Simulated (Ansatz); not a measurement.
Te2Mo:
Space group P6₃/mmc (No. 194); a = b = 3.4729 Å, c = 13.7764 Å, α = β = 90.00°, γ = 120.00°

| atom | site | symmetry | x | y | z |
|---|---|---|---|---|---|
| Mo | 2c | -6m2 | 0.3333 | 0.6667 | 0.2500 |
| Te | 4f | 3m. | 0.6667 | 0.3333 | 0.1196 |

Relaxed at zero pressure with LDA (plane waves, PAW; program Ansatz).

**Question.** The volume is lowered by 3 % and shape and atoms relax at that volume. What pressure results, and how do the axes share the change?

**Answer.** 1.4 GPa; a -0.6 %, b -0.6 %, c -1.8 %; the energy rises by 3 meV/atom.

**Question.** Give the new structure.

**Answer.** 
Space group P6₃/mmc (No. 194); a = b = 3.452 Å, c = 13.524 Å, α = β = 90.00°, γ = 120.00°

```
atom  site  symmetry       x       y       z
----  ----  --------  ------  ------  ------
Mo      2c      -6m2  0.3333  0.6667  0.2500
Te      4f       3m.  0.6667  0.3333  0.1170
```

The phase is kept; no other phase was compared at this pressure.

Space group P6_3/mmc. The cell was relaxed with LDA under the symmetry of its start; of distortions, only those at the zone centre were tested. No spin polarisation was allowed. The volume moved by -17 % from the start of the relaxation. A crystal of weakly bound layers computed without a dispersion correction: the cell and the soft elastic constants depend strongly on that. Spin–orbit coupling is left out wherever it is not named.

Potentials: the later of the program's two PAW sets.
